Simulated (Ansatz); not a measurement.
Crystals of one structure type (anti-CdI2 type), relaxed and computed with PBE (plane waves, PAW; program Ansatz).

```tsv
crystal	a (Å)	V (Å³/atom)	B₀ by P(V) fit (GPa)	ΔH_f (eV/atom)	spin order, net moment (μB/atom)
Cr2N	2.833	9.79	228	-0.24	moments vanished
Co2N	2.795	9.32	186	0.26	moments vanished
Y2N	…	…	…	…	not spin-polarised
W2N	2.818	12.35	329	0.10	not spin-polarised
```

Q: Some entries are withheld; supply them.

A: 
- Y2N, a (Å): 3.511
- Y2N, V (Å³/atom): 21.26
- Y2N, B₀ by P(V) fit (GPa): 72.3
- Y2N, ΔH_f (eV/atom): -1.04

Constructed cells (a structure type filled with these elements, in neither database checked): Cr2N, anti-CdI2 type; Co2N, anti-CdI2 type; Y2N, anti-CdI2 type; W2N, anti-CdI2 type. Began spin-polarised and lost the moments: Cr2N, anti-CdI2 type; Co2N, anti-CdI2 type. All cells were relaxed under the symmetry of their starts (and spin orders); stability against distortions was not tested throughout. Rows with no word on spin ran without spin polarisation. Spin–orbit coupling is left out wherever it is not named.

Potentials: the earlier of the program's two PAW sets.

Formation energies count from the lowest solids of the elements computed at the same level, not from gases.
